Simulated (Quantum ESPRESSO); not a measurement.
## Al3SiCN3 (convergence and cost over cutoff and k mesh)

A calculation, not a measurement. The program is pw.x of Quantum ESPRESSO 7.5 (plane-wave density functional theory). The cell is made up: 8 atoms on a wurtzite lattice, with randomly drawn elements, strain and displacements, not relaxed. PseudoDojo standard norm-conserving files (v0.5 for PBE, v0.4.1 for LDA and PBEsol) set the functional; there is no spin polarisation, spin-orbit coupling or dispersion term, and the masses in the input are unused placeholders.

Input of the run in row 4:

```
&control calculation='scf', pseudo_dir='./dojo.nc.sr.pbe.v0_5.standard.upf', outdir='./o', disk_io='medium', tprnfor=.true., tstress=.true. /
&system ibrav=0, nat=8, ntyp=4, nbnd=22, ecutwfc=84.00895049, nosym=.true., tot_charge=0,
 occupations='smearing', smearing='fd', degauss=0.0018374661
/
&electrons conv_thr=7.350e-09, electron_maxstep=60, /
ATOMIC_SPECIES
Al 1.0 Al.upf
C 1.0 C.upf
N 1.0 N.upf
Si 1.0 Si.upf
CELL_PARAMETERS angstrom
3.1629 0.0 0.0
0.0 5.4783 0.0
0.0 0.0 5.165
ATOMIC_POSITIONS angstrom
Al 0.0744 -0.009 0.1035
Al 1.5359 2.8422 0.0536
Si 1.6757 0.9007 2.6282
Al -0.0885 3.5093 2.5033
C 0.1003 0.1655 1.8518
N 1.506 2.7057 1.9472
N 1.5022 0.9626 4.4834
N -0.0883 3.665 4.3362
K_POINTS automatic
6 4 4 1 1 1
```

The same cell was run at these settings. Meshes are shifted by half a step, and differences are from the last row, which is itself not exact.

```
cutoff (eV)     k mesh  k points solved  threshold (eV)  free energy less the last row's (eV)  pressure (GPa)  largest stress difference (GPa)  largest force difference (eV/Å)  iterations  wall time (s)  k-point pools              processor
        800  2 x 2 x 2                4           1e-04                                -0.528           -9.56                             9.38                            0.378           8             13              1  AMD EPYC, Zen 5 class
       1143  2 x 2 x 2                4           1e-07                                -0.817           -6.06                             5.86                            0.375          13             25              1  AMD EPYC, Zen 5 class
        673  6 x 4 x 4               48           1e-07                                 1.257          -16.00                            10.55                            0.025          13             77              1  AMD EPYC, Zen 5 class
       1143  6 x 4 x 4               48           1e-07                                 0.000           -5.51                             0.02                            0.003          13            176              1  AMD EPYC, Zen 5 class
       1437  8 x 6 x 6              144           1e-07                                 0.000           -5.52                             0.00                            0.000          13            690              1  AMD EPYC, Zen 5 class
```

Each pool is one process. Wall times include start-up and a band step at six k points, which weighs most on the coarsest meshes. The runs were on shared virtual cores whose load varied, so times are rough.